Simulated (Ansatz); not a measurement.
PbF$_{2}$ (fluorite)

```yaml
crystal:
  lattice:
    - [0.00000, 2.96064, 2.96064]
    - [2.96064, 0.00000, 2.96064]
    - [2.96064, 2.96064, 0.00000]
  atoms:
    - { symbol: Pb, position: [0.00000, 0.00000, 0.00000] }
    - { symbol: F, position: [0.75000, 0.75000, 0.75000] }
    - { symbol: F, position: [0.25000, 0.25000, 0.25000] }
```

The volume is varied about the relaxed value V₀ at fixed cell shape. Symmetry pins the atoms to their sites.

These are r2SCAN (plane waves to 500 eV, PAW, scalar-relativistic; Ansatz, an electronic-structure program) values and carry that method's errors. k mesh 10×10×10 (Γ-centred), Fermi-Dirac smearing 0.05 eV. E stands for the smeared free energy. Stress and pressure are positive under compression. PbF2 was relaxed with its symmetry unable to fall. Spin-orbit coupling is left out, though Pb is heavy. The zero of ΔE is the relaxed starting cell.

```json
[
 {"V (Å³/atom)": "15.571", "ΔE (meV/atom)": "51.0"},
 {"V (Å³/atom)": "16.003", "ΔE (meV/atom)": "27.2"},
 {"V (Å³/atom)": "16.436", "ΔE (meV/atom)": "11.5"},
 {"V (Å³/atom)": "16.868", "ΔE (meV/atom)": "2.7"},
 {"V (Å³/atom)": "17.301", "ΔE (meV/atom)": "0.0"},
 {"V (Å³/atom)": "17.733", "ΔE (meV/atom)": "2.5"},
 {"V (Å³/atom)": "18.166", "ΔE (meV/atom)": "9.5"},
 {"V (Å³/atom)": "18.598", "ΔE (meV/atom)": "20.4"},
 {"V (Å³/atom)": "19.031", "ΔE (meV/atom)": "withheld"}
]
```

Problem. Fit a third-order Birch-Murnaghan form (E₀, V₀, B₀, B₀′ free) to the given rows and predict ΔE at V = 19.031.

Solution. Least squares on the 8 given rows: ΔE = E₀ + (9V₀B₀/16)·y²·[2 + (B₀′ − 4)y], y = (V₀/V)^(2/3) − 1, with V₀ = 17.300 Å³/atom, B₀ = 77.17 GPa (160.2 GPa = 1 eV/Å³; the term in eV is multiplied by 1000), B₀′ = 4.80, E₀ = 0.00 meV/atom; root-mean-square residual 0.02 meV/atom. At 19.031 the fit gives 34.7 meV/atom; the calculation gives 34.7 meV/atom, the same to the digits shown. For the pressure the fit gives -5.9 GPa against the computed -5.9 GPa.

(A scan under strain: stresses follow from slopes of the energy per volume, elastic moduli from its curvatures.)
